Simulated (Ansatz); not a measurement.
Screening note. An acoustic mirror alternates quarter-wave layers of high and low impedance; the larger the ratio, the fewer layers.

The yardstick is bcc W. Each row is paired with the reference. Frequency 3.5 GHz, 3 pairs, polycrystalline averages.

Levels of theory (Ansatz, a plane-wave PAW program): density: PBEsol, relaxed cell; longitudinal speed: PBEsol, elastic tensor, Hill average.

Runs started from generated or typed cells of the structure named: bcc W. Whether these are the forms stable at ambient conditions was not checked: LaGa2 (P6/mmm, hP3); VPt (P4/mmm, tP2). No claim is made that these are known or stable phases: Ni7Ge4 (P-6m2, hP11). Magnetic states: FeAl ferromagnetic, the lowest of the collinear orders tried. Magnetic at some levels of our runs and not at others: CoGa. Run without spin polarisation: CoGa, VPt (P4/mmm, tP2), Ni7Ge4 (P-6m2, hP11). Spin–orbit coupling is left out unless named.

Definitions used: Z = ρ v_l; layer = v_l/4f; ratio = larger Z over smaller Z; isolation ≈ 20 × 3 × log₁₀(ratio), up to a constant set by the substrate.

```
crystal               density (g/cm³)  v_l (km/s)  impedance (MRayl)  quarter wave (nm)  impedance ratio  isolation (dB)
--------------------  ---------------  ----------  -----------------  -----------------  ---------------  --------------
CoGa (CsCl type)                 9.33        5.67                  ?                  ?                ?               ?
LaGa2 (P6/mmm, hP3)              6.67        4.71              31.42                336            3.237              31
bcc W, reference                19.45        5.23             101.72                374            1.000               0
FeAl (CsCl type)                 5.97        7.45                  ?                  ?                ?               ?
VPt (P4/mmm, tP2)               14.83        5.66              83.94                404            1.212               5
Ni7Ge4 (P-6m2, hP11)             8.82        5.43              47.89                388            2.124              20
```

**Question.** Complete the blanks.

**Answer.** 
- CoGa: Z = 9.33 × 5.67 = 52.90 MRayl; quarter wave: 5.67 km/s/(4 × 3.5 GHz) = 405 nm; impedance ratio: larger of 52.90/101.72 and its inverse = 1.923; isolation: 20 × 3 × log₁₀(1.923) = 17 dB.
- FeAl: Z = 5.97 × 7.45 = 44.48 MRayl; quarter wave: 7.45 km/s/(4 × 3.5 GHz) = 532 nm; impedance ratio: larger of 44.48/101.72 and its inverse = 2.287; isolation: 20 × 3 × log₁₀(2.287) = 22 dB.

By impedance ratio (highest first): LaGa2 (P6/mmm, hP3) (3.237 ± 0.10), FeAl (2.287 ± 0.072), Ni7Ge4 (P-6m2, hP11) (2.124 ± 0.067), CoGa (1.923 ± 0.061), VPt (P4/mmm, tP2) (1.212 ± 0.038). The ± follows from allowances picked for this note (density 1 %, longitudinal speed 3 %), carried to first order and added in quadrature, each row's own inputs moving alone; ≈ joins neighbours closer than their two ± added in quadrature.

Sputtered films are textured or amorphous and softer than these crystals; shear waves need a mirror of their own. Where several phases of a formula are at hand, those over 0.1 eV/atom above the lowest were not drawn (by r²SCAN where it compared them, else by the largest value; a layered or molecular lowest phase counts only with a dispersion term); other phases could lie lower still. Rows are a sample by related chemistry or structure, familiar materials first, kept where one row at least reaches a ratio of 2.5. Limits of the draw: impedance over 8 MRayl; for moduli and speeds, an anisotropy index under 2.5, no layered crystals; no unfamiliar magnets, and cubic perovskites only if shown or known to be stable. As a rule kept out of such tables: 4f compounds, open-shell compounds run without a Hubbard term, cells found unstable in the tests at hand, cells close to a higher symmetry, and runs set to a pressure or over 12 % in volume from the crystal's fullest run.
